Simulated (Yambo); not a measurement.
## Convergence of the G0W0 gap of Cs$_{2}$NaScF$_{6}$

G0W0@LDA for Cs2NaScF6 (space group Fm-3m, No. 225) in Yambo. Reference settings: 2×2×2 Γ-centred k mesh, bands 3 to 342 and a 8 Ry block in the screening, 342 bands in G with the Bruneval-Gonze terminator, plasmon pole fitted at 27.2 eV. The LDA gap Γ → Γ on this mesh is 6.79 eV; G0W0 gaps are taken between the same points.

```json
[
 {"change from the reference": "reference settings", "G0W0 gap Γ → Γ (eV)": "11.80", "shift of the valence edge (eV)": "-2.15", "rough Yambo cost": "1"},
 {"change from the reference": "85 bands in W, 85 bands in G", "G0W0 gap Γ → Γ (eV)": "12.15", "shift of the valence edge (eV)": "-2.02", "rough Yambo cost": "about 1/4"},
 {"change from the reference": "129 bands in W, 129 bands in G", "G0W0 gap Γ → Γ (eV)": "11.91", "shift of the valence edge (eV)": "-2.02", "rough Yambo cost": "about 1/3"},
 {"change from the reference": "191 bands in W, 191 bands in G", "G0W0 gap Γ → Γ (eV)": "11.82", "shift of the valence edge (eV)": "-2.09", "rough Yambo cost": "within a factor of two"},
 {"change from the reference": "wavefunctions cut at 20 Ry", "G0W0 gap Γ → Γ (eV)": "11.74", "shift of the valence edge (eV)": "-1.99", "rough Yambo cost": "about 1/2"},
 {"change from the reference": "wavefunctions cut at 30 Ry", "G0W0 gap Γ → Γ (eV)": "11.79", "shift of the valence edge (eV)": "-2.12", "rough Yambo cost": "about 1/2"},
 {"change from the reference": "wavefunctions cut at 50 Ry", "G0W0 gap Γ → Γ (eV)": "11.79", "shift of the valence edge (eV)": "-2.15", "rough Yambo cost": "about 1/2"},
 {"change from the reference": "85 bands in W, 85 bands in G, 6 Ry block", "G0W0 gap Γ → Γ (eV)": "12.24", "shift of the valence edge (eV)": "-2.10", "rough Yambo cost": "about 1/5"},
 {"change from the reference": "129 bands in W, 129 bands in G, 3 Ry block", "G0W0 gap Γ → Γ (eV)": "12.46", "shift of the valence edge (eV)": "-2.44", "rough Yambo cost": "about 1/4"},
 {"change from the reference": "191 bands in W, 191 bands in G, 5 Ry block", "G0W0 gap Γ → Γ (eV)": "11.94", "shift of the valence edge (eV)": "-2.17", "rough Yambo cost": "about 1/2"},
 {"change from the reference": "264 bands in W, 264 bands in G, 3 Ry block", "G0W0 gap Γ → Γ (eV)": "12.33", "shift of the valence edge (eV)": "-2.48", "rough Yambo cost": "within a factor of two"},
 {"change from the reference": "1×1×1 mesh", "G0W0 gap Γ → Γ (eV)": "11.65", "shift of the valence edge (eV)": "-2.07", "rough Yambo cost": "about 1/10"},
 {"change from the reference": "4×4×4 mesh", "G0W0 gap Γ → Γ (eV)": "11.81", "shift of the valence edge (eV)": "-2.20", "rough Yambo cost": "about 20×"},
 {"change from the reference": "129 bands in W, 129 bands in G, 3 Ry block, no terminator", "G0W0 gap Γ → Γ (eV)": "12.66", "shift of the valence edge (eV)": "-2.30", "rough Yambo cost": "about 1/4"},
 {"change from the reference": "129 bands in W, 129 bands in G, no terminator", "G0W0 gap Γ → Γ (eV)": "12.24", "shift of the valence edge (eV)": "-1.74", "rough Yambo cost": "about 1/3"}
]
```

The reference isn't shown to be the converged limit. Costs are rough (shared machines), scaled to the same edge states, and given only for runs that recompute the screening.

Geometry of the Materials Project entry, not relaxed at this level; primitive cell a = b = c = 6.3589 Å, α = β = γ = 60.00°.

The structure is a Materials Project entry; no match was found in the copy of COD used, and its stability was not checked.

A shift is the quasiparticle energy of the state minus its LDA energy.
